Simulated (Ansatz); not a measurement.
Calculated coordination and ³³S quadrupole coupling for MgVCr₃S₈

Cell: a computed structure from the Materials Project (it need not be an observed phase), atoms as given.

Space group R3m:H (No. 160); a = 7.0992, c = 16.9227 Å, γ = 120.00°.

```
site  Wyckoff  site symmetry       x       y       z
  Mg       3a             3m  0.0000  0.0000  0.8790
   V       3a             3m  0.0000  0.0000  0.4789
  Cr       9b             .m  0.1602  0.3205  0.3358
  S6       3a             3m  0.0000  0.0000  0.2582
  S7       9b             .m  0.1460  0.2920  0.5876
 S10       9b             .m  0.3231  0.1616  0.4164
 S12       3a             3m  0.0000  0.0000  0.7387
```

One atom of each set is listed; the run and its k-mesh use a cell of 13 atoms with edges of 6.97, 6.97, 6.97 Å.

The numbers come from a DFT calculation in Ansatz (r2SCAN, plane waves and PAW, scalar-relativistic, collinear spin, 500 eV cutoff, Γ-centred 5×5×5 k-points, Fermi–Dirac smearing 0.02 eV). Start moments as typed (μB): 3 on each Cr, none on the rest.

Q(³³S) = -69.40 mb.

(1) Rank these S sites by |C_Q|, smallest first.
A. S10: 1 V at 2.25 Å, 2 Cr at 2.40 Å
B. S6: 3 Cr at 2.37 Å
C. S12: 1 Mg at 2.37 Å, 3 Cr at 2.43 Å
D. S7: 1 Mg at 2.41 Å, 2 Cr at 2.41 Å, 1 V at 2.57 Å

Results:

(1) C (3.48 MHz, η = 0.00), B (4.89 MHz, η = 0.00), D (5.86 MHz, η = 0.44), A (7.62 MHz, η = 0.18).

An axis of threefold or higher order runs through S12 and S6, so V_zz lies along it and η is zero. At S7 V_zz points along its one bond to Mg (within 9°). Like point charges on the first shell alone (each adding as 1/d³) would give another order (S6 < S10 < S7 < S12): the kind of neighbour, the covalent part of each bond and the atoms beyond the first shell count as well.

The largest force is 0.3 eV/Å, so the atoms aren't at the calculated equilibrium and relaxing them would move these values. The program didn't check the stability of this electronic state in full, so a lower one may lie near. All moments are parallel here, as the start or the cell imposes; many such compounds order antiparallel, where fields and spin densities carried over to other atoms largely cancel. The magnetic order is the one that the run reached from its start moments, not necessarily the measured one.
